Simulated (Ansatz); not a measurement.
Given:

BaAl₂Ge₂:
Space group I4/mmm (No. 139); a = 4.249 Å, b = 4.249 Å, c = 12.458 Å, α = 90.00°, β = 90.00°, γ = 90.00°

```
atom  site  symmetry       x       y       z
----  ----  --------  ------  ------  ------
Ge      4e       4mm  0.0000  0.0000  0.3698
Ba      2a     4/mmm  0.0000  0.0000  0.0000
Al      4d      -4m2  0.0000  0.5000  0.2500
```
(The calculation used a cell of 5 atoms; values per cell refer to that cell.)

This is the PBEsol-relaxed structure.

Question: All from the program Ansatz at the PBEsol level (PAW), unless another level is named. Predict the electronic character.

Answer: metallic (no gap).

Question: Predict the density of states at the Fermi level.

Answer: 0.19 states/eV per atom (mean over ±0.08 eV).

Question: And the formation energy from the elements (no fitted shifts)?

Answer: -0.44 eV/atom.

Question: Next, the gap with spin–orbit coupling?

Answer: none (metallic).

The workflow started from an entry of the Crystallography Open Database (COD), which files this formula under 2 space groups. Whether it is the stable phase at ambient conditions was not checked. Symmetry was held in the PBEsol relaxation; its stability against distortions is not shown here. The references are the lowest solids computed at this level, not always the standard phases. Spin–orbit coupling is left out wherever it is not named.

Potentials: the later of the program's two PAW sets.
